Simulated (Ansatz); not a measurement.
Theory: DFT PBE, scalar-relativistic, plane waves, PAW (Ansatz 0.2.0). Settings: cutoff 420 eV, Γ-centred meshes spaced at most about 0.3 Å⁻¹, and about 0.25 Å⁻¹ or finer for metals (2π included), Gaussian smearing. No spin polarisation in the final relaxations.

These are static total energies at zero pressure.

Two relaxed structures of HfNb2CN2:

1.

```
CELL_PARAMETERS angstrom
-1.73050 1.73050 6.69472
1.73050 -1.73050 6.69472
1.73050 1.73050 -6.69472
ATOMIC_POSITIONS crystal
Hf 0.00000 0.00000 0.00000
Nb 0.33173 0.33173 0.00000
Nb 0.66827 0.66827 0.00000
C 0.50000 0.50000 0.00000
N 0.75000 0.25000 0.50000
N 0.25000 0.75000 0.50000
```

2.

```
CELL_PARAMETERS angstrom
2.62367 -4.97783 0.00000
2.62367 4.97783 0.00000
0.00000 0.00000 2.91589
ATOMIC_POSITIONS crystal
Hf 0.50000 0.50000 0.00000
Nb 0.16761 0.83239 0.00000
Nb 0.83239 0.16761 0.00000
C 0.00000 0.00000 0.50000
N 0.00000 0.50000 0.50000
N 0.50000 0.00000 0.50000
```

Task: Which would you expect to be lower, and how large is the difference?

Result: Cell 1 is lower, by 0.31 eV/atom. Cell 1 has space group I4/mmm (No. 139), 13.4 Å³/atom and no gap on its mesh; cell 2 has space group Cmmm (No. 65), 12.7 Å³/atom and no gap. Counting C or N atoms around Hf and Nb (for each partner element, those within 1.25 times its shortest distance or 1.15 times the sum of covalent radii, where it is the nearest in units of that sum or under 1.3; the shortest distance is added where it exceeds 1.18 times the sum of covalent radii), cell 1 has Hf 4, Nb 5 and cell 2 has Hf 12 from 3.0 Å, Nb 6. The lower one is the more open, so pressure narrows the difference. In cell 1, Hf has 4 C at 2.45 Å and 8 Nb at 3.33 Å; around Nb lie 4 N at 2.05 Å, 1 C at 2.25 Å, 8 Nb at 3.28–3.46 Å and 4 Hf at 3.33 Å; C has 2 Nb at 2.25 Å and 4 Hf at 2.45 Å; N has 4 Nb at 2.05 Å and 4 N at 2.45 Å. In cell 2, Hf has 2 Hf at 2.92 Å, 4 C at 3.00 Å, 4 Nb at 3.11 Å, 8 N at 3.17 Å and 2 Nb at 3.31 Å; Nb has 4 N at 2.13 Å, 2 C at 2.22 Å, 2 Nb at 2.92 Å, 2 Nb at 3.09 Å, 2 Hf at 3.11 Å and 1 Hf at 3.31 Å; C has 4 Nb at 2.22 Å, 4 N at 2.81 Å, 2 C at 2.92 Å and 4 Hf at 3.00 Å; around N lie 4 Nb at 2.13 Å, 2 N at 2.62 Å, 2 C at 2.81 Å, 2 N at 2.92 Å and 4 Hf at 3.17 Å. Both come from invented guesses.

These runs have no spin–orbit coupling, which can matter for Hf. Cells relaxed within their symmetry can be saddle points.
